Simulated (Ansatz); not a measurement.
Structures of Be$_{3}$H$_{2}$: which is lowest?

Plane-wave DFT in Ansatz with scalar-relativistic PAW potentials, cutoff 420 eV, Γ-centred meshes chosen by cell and gap, Gaussian smearing with energies taken to zero width. Every cell was relaxed (cell and atoms) in a run of its own, within the symmetry of its start. Functional: PBE.

Relaxed structures (starts from databases or built by putting these elements on another compound's sites):
A. P4/mbm, 10 atoms in the computed cell, a = 4.357 Å, c = 3.367 Å; sites (symmetry × multiplicity) Be 4/m.. × 2 + m.2m × 4, H m.2m × 4; start: built
B. R-3m, 5 atoms in the computed cell, a = 2.234 Å, c = 31.206 Å; sites (symmetry × multiplicity) Be -3m × 3 + 3m × 6, H 3m × 6; start: built

Task: Rank them by energy. Could pressure change the order?

Result:
```csv
structure,group,E − E(lowest) (meV/atom),V (Å³/atom),gap on mesh (eV)
B,R-3m,0.0,8.99,0.00
A,P4/mbm,70,6.39,0.00
```

B is lowest, 70 meV/atom under A. A is denser by 2.60 Å³/atom, so pressure favours it: ΔE/ΔV, with ΔE in eV and 1 eV/Å³ = 160.2 GPa, gives about 4.3 GPa for equal enthalpy if both cells were rigid, a rough figure since the two compress differently. Without a dispersion term the weakly bound lowest cell is too large, so ΔV and this pressure are artefacts in part: a slight pressure closes the gap between layers first. Other structures may lie lower than all of these, and vibrations aren't counted.